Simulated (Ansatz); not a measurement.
## Mn$_{3}$Re: which magnetic state is lowest?

The calculation used DFT PBEsol, scalar-relativistic, plane waves, PAW in Ansatz 0.2.0.

```
Mn Re
1.0
     0.00000    2.91092    2.91092
     2.91092    0.00000    2.91092
     2.91092    2.91092    0.00000
Mn Re
3 1
Direct
  0.25000 0.25000 0.25000
  0.75000 0.75000 0.75000
  0.50000 0.50000 0.50000
  0.00000 0.00000 0.00000
```

| Property | Result |
| --- | --- |
| plane-wave cutoff | 420 eV |
| Γ-centred k-mesh | 12×12×12 |
| occupation rule | Gaussian smearing, 0.1 eV |
| list of starting moments (μB, in atom order) | 4 4 4 0 |
| check for lower electronic states after the SCF | off |

All runs keep this geometry, which isn't relaxed for the lowest state (largest force there 0.325 eV/Å, pressure -10.2 GPa) and needn't be a stable compound; relaxing each order would shift the differences by some 60 meV/atom, going by the pressures and a bulk modulus of about 150 GPa. Signs run over the atoms with starting moments. A propagation vector, in units of the reciprocal vectors, doubles the cell, which takes an equally dense mesh. The large starts are 5 5 5 0 μB. The small starts are 0.5 0.5 0.5 0 μB. Site moments are spin moments in atom-centred spheres that scale with the neighbour distance. The states are those that the runs reached from these starts; a lower one can exist.

Task: Starts tried: no spin; ferromagnetic; large parallel starting moments; ferrimagnetic in the cell, signs ++-; ferrimagnetic in the cell, signs +-+; antiferromagnetic, doubled cell, propagation vector (0, 0, 1/2); antiferromagnetic, doubled cell, propagation vector (0, 1/2, 1/2); small parallel starting moments. Which state comes out lowest, and what are the moments?

Result: The lowest state is antiferromagnetic, reached from the start “antiferromagnetic, doubled cell, propagation vector (0, 0, 1/2)”, with site moments (μB) Mn +0.89 (×2), Mn +2.56, Mn -0.89 (×2), Mn -2.56.

```
                                                            start ends energy above lowest (meV/atom) site moments (μB) gap on mesh (eV) P (GPa)
                                                          no spin non-magnetic                             134                                    none over 0.05             metal    -18.4
                                                    ferromagnetic ferromagnetic                            7.11                           Mn +0.59 (×2), Mn +2.55             metal    -11.4
                                  large parallel starting moments ferromagnetic                            7.11                           Mn +0.59 (×2), Mn +2.55             metal    -11.4
                             ferrimagnetic in the cell, signs ++-      ferromagnetic                            7.11                           Mn +0.59 (×2), Mn +2.55             metal    -11.4
                             ferrimagnetic in the cell, signs +-+      ferromagnetic                            7.11                           Mn +0.59 (×2), Mn +2.55             metal    -11.4
  antiferromagnetic, doubled cell, propagation vector (0, 0, 1/2) antiferromagnetic                            0.00  Mn +0.89 (×2), Mn +2.56, Mn -0.89 (×2), Mn -2.56             metal    -10.2
antiferromagnetic, doubled cell, propagation vector (0, 1/2, 1/2) antiferromagnetic                            34.7                                Mn +2.64, Mn -2.64             metal    -11.3
                                  small parallel starting moments ferromagnetic                            7.11                           Mn +0.59 (×2), Mn +2.55             metal    -11.4
```